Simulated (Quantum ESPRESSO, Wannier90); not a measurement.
Tight-binding from DFT: RbAu (CsCl type)

```yaml
crystal:
  lattice:
    - [4.10459, 0.00000, 0.00000]
    - [0.00000, 4.10459, 0.00000]
    - [0.00000, 0.00000, 4.10459]
  atoms:
    - { symbol: Rb, position: [0.50000, 0.50000, 0.50000] }
    - { symbol: Au, position: [0.00000, 0.00000, 0.00000] }
```

Materials Project entry mp-30373; symmetrised, unrelaxed at this level. COD (Crystallography Open Database) has an entry of this formula and space group (matched by these alone). Computed values, not measurements, from PBEsol: Quantum ESPRESSO (norm-conserving PseudoDojo potentials, cutoff 61 Ry, spinors with spin-orbit coupling) on a Γ-centred 6×6×6 mesh, then Wannier90. Density: 10×10×10 mesh, cold smearing 0.01 Ry. The gap is small at this level and was sampled on the meshes and a path alone.

Base run: 36 functions from bands 17-74 of the 74 computed, start hydrogen-like Rb: s;p;d; Au: s;p;d, centres 0.05 Å off the atoms, frozen window up to 1.64 eV relative to the valence-band maximum, outer window open. One thing is changed at a time; window edges are relative to the valence-band maximum. The misfit compares interpolated bands with pw.x on a high-symmetry path, for states up to 1.1 eV relative to the valence-band maximum. Converged means that the tolerances were met: symmetric starts can stop on a saddle, which shows as a larger Ω_OD at equal Ω_I and can move the misfit too.

Q: Which of these settings interpolates worst among those that finish?
(A) no frozen window
(B) frozen window to 0.64 eV
(C) base

A: A, no frozen window. The whole sweep:

| setting | functions | frozen to (eV) | Ω_I (Å²) | Ω_D (Å²) | Ω_OD (Å²) | rms misfit (meV) | worst (meV) | ended |
|---|---|---|---|---|---|---|---|---|
| base | 36 | 1.64 | 52.28 | 0.03 | 13.18 | 2.4 | 24 | converged |
| frozen window to 0.64 eV | 36 | 0.64 | 52.14 | 0.02 | 13.26 | 25 | 346 | converged |
| frozen window to 13.43 eV | 36 | 13.43 | – | – | – | – | – | stops: too many frozen states |
| no frozen window | 36 | none | 51.64 | 0.02 | 13.18 | 115 | 767 | converged |

Runs of this sweep that didn't settle are not listed.
